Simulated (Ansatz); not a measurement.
Polymorphs of GaP, each relaxed with DFT-PBE in the program Ansatz with PAW potentials:

A: zinc blende (F-43m)
a = 5.507 Å, b = 5.507 Å, c = 5.507 Å, α = 90.00°, β = 90.00°, γ = 90.00°

| atom | site | symmetry | x | y | z |
|---|---|---|---|---|---|
| Ga | 4a | -43m | 0.0000 | 0.0000 | 0.0000 |
| P | 4c | -43m | 0.2500 | 0.2500 | 0.2500 |

B: rock salt (Fm-3m)
a = 5.158 Å, b = 5.158 Å, c = 5.158 Å, α = 90.00°, β = 90.00°, γ = 90.00°

| atom | site | symmetry | x | y | z |
|---|---|---|---|---|---|
| Ga | 4a | m-3m | 0.0000 | 0.0000 | 0.0000 |
| P | 4b | m-3m | 0.5000 | 0.5000 | 0.5000 |

C: CsCl type (Pm-3m)
a = 3.217 Å, b = 3.217 Å, c = 3.217 Å, α = 90.00°, β = 90.00°, γ = 90.00°

```
atom  site  symmetry       x       y       z
----  ----  --------  ------  ------  ------
Ga      1a      m-3m  0.0000  0.0000  0.0000
P       1b      m-3m  0.5000  0.5000  0.5000
```

Rank these by energy per atom at 0 K (lowest first), as PBE gives it.

A (+0 meV/atom), B (+408 meV/atom), C (+754 meV/atom)

Give each one's gap.

A 1.58 eV; B no gap; C no gap.

Constructed cells (a structure type filled with these elements, in neither database checked): C. Typed or built starts, not in the databases checked: B. Not the usual ambient phase: B; C. All cells were relaxed under the symmetry of their starts (and spin orders); stability against distortions was not tested throughout. Spin–orbit coupling is left out wherever it is not named.

Energies hold the estimated change up to a 700 eV cutoff; steps of a few meV lie near the error of the meshes.

Potentials: the earlier of the program's two PAW sets.
